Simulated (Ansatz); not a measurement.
ZnCu$_{2}$SnSe$_{4}$ (space group I-42m)

```yaml
crystal:
  lattice:
    - [-2.84489, 2.84489, 5.70814]
    - [2.84489, -2.84489, 5.70814]
    - [2.84489, 2.84489, -5.70814]
  atoms:
    - { symbol: Zn, position: [0.00000, 0.00000, 0.00000] }
    - { symbol: Cu, position: [0.75000, 0.25000, 0.50000] }
    - { symbol: Cu, position: [0.25000, 0.75000, 0.50000] }
    - { symbol: Sn, position: [0.50000, 0.50000, 0.00000] }
    - { symbol: Se, position: [0.62462, 0.62462, 0.51771] }
    - { symbol: Se, position: [0.37538, 0.89309, 0.00000] }
    - { symbol: Se, position: [0.10691, 0.10691, 0.48229] }
    - { symbol: Se, position: [0.89309, 0.37538, 0.00000] }
```

The volume is varied about the relaxed value V₀ at fixed cell shape. The atoms relax within the cell's symmetry.

Level of theory: r2SCAN (plane waves to 500 eV, PAW, scalar-relativistic; Ansatz, a program for electronic structure). k mesh 8×8×8 (Γ-centred), Fermi-Dirac smearing 0.05 eV. The energy includes the smearing's −TS. Compression counts positive. With the shape held, the modulus is that of even scaling; a crystal free to change shape is softer. At this level the bands of ZnCu2SnSe4 touch or barely overlap. ZnCu2SnSe4 is run without spin polarisation. ZnCu2SnSe4 was relaxed with its symmetry unable to fall. ΔE is measured from the relaxed starting cell. The last digit holds for this mesh only.

| V (Å³/atom) | ΔE (meV/atom) |
|---|---|
| 19.403 | 165.9 |
| 20.142 | 98.8 |
| 20.882 | 51.9 |
| 21.621 | 21.6 |
| 22.360 | 5.1 |
| 23.099 | 0.0 |
| 23.838 | 4.5 |
| 24.577 | 16.8 |
| 25.317 | 35.8 |
| 26.056 | withheld |
| 26.795 | 89.0 |

**Question.** Fit a third-order Birch-Murnaghan form (E₀, V₀, B₀, B₀′ free) to the given rows and predict ΔE at V = 26.056.

**Answer.** Least squares on the 10 given rows: ΔE = E₀ + (9V₀B₀/16)·y²·[2 + (B₀′ − 4)y], y = (V₀/V)^(2/3) − 1, with V₀ = 23.100 Å³/atom, B₀ = 64.18 GPa (160.2 GPa = 1 eV/Å³; the term in eV is multiplied by 1000), B₀′ = 4.78, E₀ = 0.04 meV/atom; root-mean-square residual 0.03 meV/atom. At 26.056 the fit gives 60.1 meV/atom; the calculation gives 60.1 meV/atom, the same to the digits shown. For the pressure the fit gives -5.8 GPa against the computed -5.8 GPa.

(Under strain, the slope of the energy per volume gives the stress and its curvature an elastic modulus.)
